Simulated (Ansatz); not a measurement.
An Ansatz (a program for electronic structure) run. Input:

Ansatz 0.2 input:
```yaml
crystal:
  lattice:
    - [12.0495098292, 0.0, 0.0]
    - [0.0, 4.1228271044, 0.0]
    - [0.0, 0.0, 11.5713813341]
  atoms:
    - { symbol: Bi, position: [0.9827068044, 0.25, 0.1710093093] }
    - { symbol: Bi, position: [0.4827068044, 0.25, 0.3289906907] }
    - { symbol: Bi, position: [0.0172931956, 0.75, 0.8289906907] }
    - { symbol: Bi, position: [0.5172931956, 0.75, 0.6710093093] }
    - { symbol: Bi, position: [0.6534822937, 0.25, 0.9617424236] }
    - { symbol: Bi, position: [0.1534822937, 0.25, 0.5382575764] }
    - { symbol: Bi, position: [0.3465177063, 0.75, 0.0382575764] }
    - { symbol: Bi, position: [0.8465177063, 0.75, 0.4617424236] }
    - { symbol: Se, position: [0.2850529272, 0.25, 0.196240261] }
    - { symbol: Se, position: [0.7850529272, 0.25, 0.303759739] }
    - { symbol: Se, position: [0.7149470728, 0.75, 0.803759739] }
    - { symbol: Se, position: [0.2149470728, 0.75, 0.696240261] }
    - { symbol: Se, position: [0.447103829, 0.25, 0.8669258393] }
    - { symbol: Se, position: [0.947103829, 0.25, 0.6330741607] }
    - { symbol: Se, position: [0.552896171, 0.75, 0.1330741607] }
    - { symbol: Se, position: [0.052896171, 0.75, 0.3669258393] }
    - { symbol: Se, position: [0.6254127706, 0.25, 0.552528712] }
    - { symbol: Se, position: [0.1254127706, 0.25, 0.947471288] }
    - { symbol: Se, position: [0.3745872294, 0.75, 0.447471288] }
    - { symbol: Se, position: [0.8745872294, 0.75, 0.052528712] }
kpoints:
  mp_grid: { grid: [3, 7, 3] }
hamiltonian:
  xc: r2scan
  dispersion: d4
  pseudopotentials: { kind: paw }
scf:
  occupations: { method: fixed }
checkpoint: { read: static.run }
output: { write_density: true, elf: true, volumetric_format: npy }
```

Output (shortened):

```
Pseudopotentials: kind: paw
Pseudopotential: Bi, paw, valence charge 15
Pseudopotential: Se, paw, valence charge 16
Functional definition: r2SCAN
Crystal: 20 atoms, lattice volume = 574.844 Å³
Basis set: ecut = 500 eV, 14659 PW (Γ), exchange–correlation on 360×128×360 points (64 copies of the dense FFT grid, shifted against one another)
Bands: 188, of which v1, the nominal top of the filled ones, is band 156 counted from 1 (155 counted from 0)
Symmetry: 8 space group operations
Space group: Pnma (ITA 62), of the structure as read, at distance tolerance 8.3e-5 Å
k-points: 16 of 63
PAW frozen core: Bi, regenerated for the run's functional
PAW frozen core: Se, regenerated for the run's functional
Initial density: read from a saved state, or passed on in memory by an earlier SCF of this step, an earlier step, the calling program or the single point that …
Stability of the state it starts from, as read at its close in the unpolarized treatment …
Initial wavefunctions: pseudopotential atomic-orbital guess
Eigensolver: davidson
Functional: x = r2scan, c = r2scan; τ floored in thin density (d = 2e-4 eV/Å³)
iter 1 solved again at ethr=3.46e-9 eV; its pass at ethr=3.10e-3 eV (dr2=1.08e-5 eV) is discarded
SCF iter   1: F=—  HF=-165037.218769 eV  |F-HF|=—  |Δ(HF+E_count)|=         —  Δρ=1.38e-7  dr2=1.86e-10  dr2_τ=6.25e-12  ethr=3.46e-9  ⟨swp⟩=4.5  Hψ=19080  notcnv=0  defer=480
all-band conjugate gradients solve this SCF's bands
preconditioner: auto → Resta (q_TF=auto, 2.464 Å⁻¹)
SCF iter   2: F=-165037.218769 eV  HF=-165037.218769 eV  |F-HF|=0.00e0  |Δ(HF+E_count)|=   9.26e-9  Δρ=6.83e-8  dr2=3.29e-11  dr2_τ=5.56e-12  ethr=1.00e-12  ⟨swp⟩=12.9  Hψ=17220  notcnv=0
SCF 1 converged in 2 iterations: F = -165037.218769 eV  dr2 = 3.29e-11
SCF converged after 2 iterations
Free energy (F): -165037.218769 eV
Harris-Foulkes:  -165037.218769 eV  (|F-HF|=0.00e0)
Internal energy: -165037.218769 eV  (E = F + TS)
E sigma→0 (E₀):  -165037.218769 eV
Fermi energy:    8.203394 eV
--- Per-component energies (eV) ---
  E_band       = -5649.879009
  E_kinetic    = 3825.112037
  E_local      = -42181.585599  (includes V_loc(G=0)·N_el)
  E_nonlocal   = -2637.737448
  E_hartree    = 18801.578558
  E_xc         = -2310.970944
  E_vxc        = -2524.011684  (∫ρ·V_xc dr)
  E_paw        = -108607.007805  (= ΣΔE_a)
  E_vpaw       = 117.634521  (= ΣTr[D̂ρ^β])
  E_aug_tail   = -0.004615  (compensation charges beyond the density's cutoff)
  E_vtau       = 147.556592  (kinetic-family band-sum trace: ∫τ·v_τ [+ j·A + Jᵃ·Aᵃ] dr)
  E_ewald      = -31909.458844
  E_disp       = -2.971243  (pairwise vdW)
  E_core_change = -14.172866  (= ΣΔE_core)
  E_smearing   =  0.000000  (= −TS)
  E_closure    = 0.000000  (closes the sum)
  Σ components = -165037.218769   (vs F -165037.218769, Δ=0.00e0)
  [band-id]    e_kinetic+e_local+e_nonlocal+2·e_hartree+e_vxc+e_vpaw+e_augmentation_tail+e_vtau = -5649.879082   (vs E_band -5649.879009, Δ=-7.29e-5)
--- Band table (eV; the first three rows and the last of 16) ---
  k-point 0: bands = ["-39.4212", "-39.4212", "-39.4211", "-39.4211", "-39.4121", "-39.4121", "-39.4121", "-39.4121", "-39.4113", "-39.4113", "-39.4113", "-39.4113", "-39.4085", "-39.4085", "-39.4083", "-39.4083", "-39.3921", "-39.3921", "-39.3921", "-39.3921", "-39.3861", "-39.3861", "-39.3861", "-39.3861", "-39.3814", "-39.3814", "-39.3813", "-39.3813", "-39.3795", "-39.3795", "-39.3795", "-39.3795", "-39.3652", "-39.3652", "-39.3652", "-39.3652", "-39.3604", "-39.3604", "-39.3604", "-39.3604", "-39.3425", "-39.3425", "-39.3423", "-39.3423", "-39.3366", "-39.3366", "-39.3365", "-39.3365", "-39.2847", "-39.2847", "-39.2844", "-39.2844", "-39.2800", "-39.2800", "-39.2800", "-39.2800", "-39.2582", "-39.2582", "-39.2582", "-39.2582", "-15.3164", "-15.3162", "-15.3118", "-15.3116", "-15.3085", "-15.3076", "-15.3052", "-15.3050", "-15.3048", "-15.3045", "-15.3017", "-15.3017", "-15.2906", "-15.2902", "-15.2900", "-15.2897", "-15.2847", "-15.2845", "-15.2843", "-15.2841", "-15.2820", "-15.2791", "-15.2764", "-15.2764", "-15.2759", "-15.2748", "-15.2744", "-15.2743", "-15.2713", "-15.2708", "-15.2678", "-15.2672", "-15.2551", "-15.2547", "-15.2517", "-15.2517", "-15.2506", "-15.2505", "-15.2494", "-15.2491", "-6.3117", "-5.9615", "-5.5616", "-5.4793", "-5.4680", "-5.1411", "-4.6527", "-4.3636", "-4.3476", "-4.1449", "-4.0706", "-4.0117", "-2.0492", "-1.8429", "-1.8228", "-1.4631", "-1.4122", "-1.3114", "-0.4288", "0.0535", "3.7091", "4.0381", "4.4295", "4.5360", "5.0523", "5.0754", "5.0838", "5.1368", "5.4348", "5.5264", "5.8529", "5.8905", "5.9393", "6.0668", "6.0857", "6.1594", "6.2072", "6.4081", "6.5318", "6.5668", "6.8022", "6.9591", "7.0873", "7.1078", "7.2656", "7.3629", "7.3637", "7.5205", "7.5216", "7.5324", "7.5441", "7.5449", "7.8948", "7.9638", "8.0973", "8.1223", "9.6331", "9.8917", "9.9851", "10.2322", "10.4522", "10.5628", "10.6759", "10.9212", "11.0603", "11.0795", "11.1407", "11.3288", "11.3943", "11.4116", "11.5143", "11.6537", "11.7191", "11.8221", "12.2468", "12.2832", "12.6871", "13.0717", "13.2638", "13.3605", "13.4389", "13.9141", "14.9375", "15.0338", "15.2326", "15.3396", "15.6285", "16.2508"]
  k-point 1: bands = ["-39.4212", "-39.4212", "-39.4211", "-39.4211", "-39.4121", "-39.4121", "-39.4121", "-39.4121", "-39.4113", "-39.4113", "-39.4113", "-39.4113", "-39.4085", "-39.4085", "-39.4083", "-39.4083", "-39.3921", "-39.3921", "-39.3921", "-39.3921", "-39.3861", "-39.3861", "-39.3861", "-39.3861", "-39.3814", "-39.3814", "-39.3813", "-39.3813", "-39.3795", "-39.3795", "-39.3795", "-39.3795", "-39.3652", "-39.3652", "-39.3652", "-39.3652", "-39.3604", "-39.3604", "-39.3604", "-39.3604", "-39.3425", "-39.3425", "-39.3423", "-39.3423", "-39.3366", "-39.3366", "-39.3365", "-39.3365", "-39.2847", "-39.2847", "-39.2844", "-39.2844", "-39.2800", "-39.2800", "-39.2800", "-39.2800", "-39.2582", "-39.2582", "-39.2582", "-39.2582", "-15.3158", "-15.3157", "-15.3128", "-15.3127", "-15.3076", "-15.3073", "-15.3052", "-15.3050", "-15.3050", "-15.3048", "-15.3017", "-15.3016", "-15.2901", "-15.2900", "-15.2896", "-15.2888", "-15.2867", "-15.2861", "-15.2846", "-15.2844", "-15.2797", "-15.2787", "-15.2761", "-15.2760", "-15.2751", "-15.2751", "-15.2748", "-15.2740", "-15.2719", "-15.2713", "-15.2678", "-15.2675", "-15.2549", "-15.2547", "-15.2517", "-15.2516", "-15.2507", "-15.2506", "-15.2493", "-15.2492", "-6.2199", "-5.9887", "-5.8063", "-5.6807", "-5.0476", "-4.9864", "-4.7769", "-4.4099", "-4.2319", "-4.2110", "-4.0676", "-4.0675", "-2.1589", "-1.9860", "-1.7856", "-1.7644", "-1.1229", "-0.8414", "-0.4950", "-0.1314", "3.8450", "4.0383", "4.1847", "4.2465", "4.9165", "4.9876", "5.1937", "5.5040", "5.6178", "5.7035", "5.7902", "5.8049", "5.8690", "5.8813", "6.3292", "6.3787", "6.3955", "6.4507", "6.5877", "6.6722", "6.8071", "6.8961", "6.9710", "7.0772", "7.1700", "7.2422", "7.3347", "7.3971", "7.4834", "7.5072", "7.5176", "7.5937", "7.7382", "7.8675", "7.9902", "8.1779", "9.5499", "9.7670", "10.3464", "10.3581", "10.5261", "10.6042", "10.6891", "10.8109", "10.9634", "11.1558", "11.2212", "11.2659", "11.2747", "11.3253", "11.5277", "11.8030", "11.8760", "11.9631", "12.4027", "12.4145", "12.6526", "12.9057", "13.0444", "13.1455", "13.4218", "13.6902", "14.8484", "14.9053", "15.5285", "15.5951", "16.1523", "16.1842"]
  k-point 2: bands = ["-39.4212", "-39.4212", "-39.4211", "-39.4211", "-39.4121", "-39.4121", "-39.4121", "-39.4121", "-39.4113", "-39.4113", "-39.4113", "-39.4113", "-39.4085", "-39.4085", "-39.4083", "-39.4083", "-39.3921", "-39.3921", "-39.3921", "-39.3920", "-39.3861", "-39.3861", "-39.3861", "-39.3861", "-39.3815", "-39.3814", "-39.3814", "-39.3813", "-39.3795", "-39.3795", "-39.3795", "-39.3795", "-39.3652", "-39.3652", "-39.3652", "-39.3652", "-39.3604", "-39.3604", "-39.3604", "-39.3604", "-39.3425", "-39.3425", "-39.3423", "-39.3423", "-39.3365", "-39.3365", "-39.3365", "-39.3365", "-39.2847", "-39.2847", "-39.2844", "-39.2844", "-39.2800", "-39.2800", "-39.2800", "-39.2800", "-39.2582", "-39.2582", "-39.2582", "-39.2582", "-15.3139", "-15.3138", "-15.3079", "-15.3079", "-15.3076", "-15.3075", "-15.3065", "-15.3064", "-15.3016", "-15.3008", "-15.3007", "-15.3002", "-15.2940", "-15.2939", "-15.2886", "-15.2878", "-15.2875", "-15.2874", "-15.2830", "-15.2827", "-15.2807", "-15.2782", "-15.2778", "-15.2777", "-15.2767", "-15.2763", "-15.2753", "-15.2740", "-15.2710", "-15.2702", "-15.2679", "-15.2672", "-15.2541", "-15.2541", "-15.2534", "-15.2533", "-15.2518", "-15.2516", "-15.2489", "-15.2486", "-6.1663", "-5.8240", "-5.4290", "-5.3445", "-5.3433", "-5.0263", "-4.5372", "-4.3068", "-4.2772", "-4.0676", "-4.0245", "-3.9833", "-2.1894", "-2.0101", "-1.8485", "-1.4887", "-1.4883", "-1.4079", "-0.5863", "-0.2061", "3.8235", "4.0109", "4.2766", "4.5463", "4.5523", "4.6105", "4.6703", "4.8645", "5.0730", "5.2648", "5.4928", "5.5863", "5.6463", "5.6782", "6.0942", "6.2838", "6.2946", "6.3038", "6.3661", "6.4442", "6.5035", "6.6444", "6.9028", "6.9704", "7.1191", "7.2522", "7.3768", "7.4031", "7.5035", "7.6849", "7.6863", "7.6918", "7.8142", "7.8487", "7.9850", "8.1259", "9.6105", "9.9514", "10.2387", "10.4951", "10.7030", "10.7753", "10.9077", "10.9196", "11.2095", "11.2439", "11.2440", "11.2475", "11.3745", "11.7027", "11.8788", "12.1558", "12.3136", "12.3344", "12.4049", "12.5836", "12.6835", "12.8305", "12.9799", "13.4004", "13.9223", "14.3520", "15.0150", "15.0921", "15.1947", "15.2676", "15.4749", "15.5030"]
  k-point 15: bands = ["-39.4211", "-39.4211", "-39.4211", "-39.4211", "-39.4122", "-39.4122", "-39.4122", "-39.4122", "-39.4112", "-39.4112", "-39.4112", "-39.4112", "-39.4084", "-39.4084", "-39.4084", "-39.4084", "-39.3920", "-39.3920", "-39.3920", "-39.3920", "-39.3862", "-39.3862", "-39.3862", "-39.3862", "-39.3815", "-39.3814", "-39.3814", "-39.3814", "-39.3794", "-39.3794", "-39.3794", "-39.3794", "-39.3652", "-39.3652", "-39.3652", "-39.3652", "-39.3603", "-39.3603", "-39.3603", "-39.3603", "-39.3425", "-39.3425", "-39.3424", "-39.3424", "-39.3364", "-39.3364", "-39.3364", "-39.3364", "-39.2846", "-39.2846", "-39.2846", "-39.2846", "-39.2800", "-39.2800", "-39.2800", "-39.2800", "-39.2582", "-39.2582", "-39.2582", "-39.2582", "-15.3262", "-15.3261", "-15.3249", "-15.3249", "-15.3100", "-15.3099", "-15.3092", "-15.3091", "-15.2882", "-15.2874", "-15.2856", "-15.2855", "-15.2854", "-15.2849", "-15.2841", "-15.2838", "-15.2828", "-15.2827", "-15.2820", "-15.2819", "-15.2807", "-15.2806", "-15.2799", "-15.2798", "-15.2732", "-15.2730", "-15.2718", "-15.2718", "-15.2684", "-15.2683", "-15.2679", "-15.2678", "-15.2583", "-15.2582", "-15.2579", "-15.2579", "-15.2469", "-15.2469", "-15.2461", "-15.2461", "-5.0048", "-4.9187", "-4.7488", "-4.7002", "-4.3944", "-4.3741", "-4.3215", "-4.2791", "-4.1741", "-4.0789", "-3.9939", "-3.9589", "-2.3502", "-2.3408", "-2.1788", "-2.1645", "-1.8227", "-1.7982", "-1.7645", "-1.7440", "3.4674", "3.4812", "3.6021", "3.6677", "4.0475", "4.0901", "4.2699", "4.3424", "4.6907", "4.8609", "4.9393", "5.0455", "5.2131", "5.2825", "5.3907", "5.5104", "5.6759", "5.7281", "5.7868", "5.9569", "6.0272", "6.1318", "6.3703", "6.4299", "6.8212", "6.8677", "6.9712", "7.0522", "7.1441", "7.2314", "7.3139", "7.3409", "7.5016", "7.5596", "7.7201", "7.7566", "10.1192", "10.1788", "10.5090", "10.6315", "10.8259", "10.9372", "11.0768", "11.2944", "11.3770", "11.5312", "11.6530", "11.8116", "11.9963", "12.1788", "12.2725", "12.3397", "12.5154", "12.6917", "12.7289", "12.9402", "13.2638", "13.3284", "13.4940", "13.5524", "14.2583", "14.3208", "14.6593", "14.8002", "15.2470", "15.3850", "15.7424", "15.9191"]
  band table: 188 of 188 bands, residual norms ≤ 1.0e-3 eV
```

Cost: around 4 core-minutes (rough) on shared cores.

A made-up cell: these elements were put on the sites of a structure type; the Crystallography Open Database files this formula in space group No. 62, but the cells were not matched. It is not the phase usual at ambient conditions (space group No. 166). The r²SCAN+D4 relaxation kept the symmetry of its start; whether a distortion lowers the energy is not shown. Scalar-relativistic: spin–orbit coupling is off unless named, which matters more the heavier the elements.

Potentials: the later of the program's two PAW sets.

Ansatz is a plane-wave DFT program.
